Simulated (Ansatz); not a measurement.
## Turning moments in Co

We look at Co: a test cell of our own (not relaxed), with 2 atoms per cell.

```yaml
crystal:
  lattice:
    - [2.50750, 0.00000, 0.00000]
    - [-1.25375, 2.17156, 0.00000]
    - [0.00000, 0.00000, 4.06982]
  atoms:
    - { symbol: Co, position: [0.33333, 0.66667, 0.25000] }
    - { symbol: Co, position: [0.66667, 0.33333, 0.75000] }
```

Numbers behind element symbols give the atom's place in this list.

These are results of Ansatz, DFT, PBE, norm-conserving potentials, plane waves, scalar-relativistic, not measurements.

* Plane-wave cutoff: 1306 eV
* k-point mesh: 4×4×2 (Γ-centred)
* Occupations: Gaussian smearing, 0.1 eV

The mesh is coarse, so energy differences (and at times their sign) aren't converged.

Spins are non-collinear; moments are vectors (x, y, z) in μB. Without spin–orbit coupling a common rotation of all moments costs nothing, so only their relative directions matter.

The default search lets the program follow hints of a lower state (another filling of open shells, a soft direction), where it sees any. With a search on, the program may also reshape the start on open shells.

A converged state need not be the lowest one of the cell; “lowest” counts the 2 runs made.

| starting vectors | settings | outcome | final moments | F − F(lowest) (meV/atom) |
| --- | --- | --- | --- | --- |
| Co1 (1.76, 0.00, 0.36), Co2 (-1.76, 0.00, 0.36) | default search for lower states | converged in 39 iterations | site vectors not recorded: net moment 3.37 μB, absolute moment 3.65 μB | 0.0 |
| Co1 (0.00, 0.00, 1.80), Co2 (0.00, 0.00, 1.80) | default search for lower states | converged in 9 iterations | site vectors not recorded: net moment 3.37 μB, absolute moment 3.65 μB | 0.0 |

All converged runs end at the same energy, within 0.2 meV/atom.
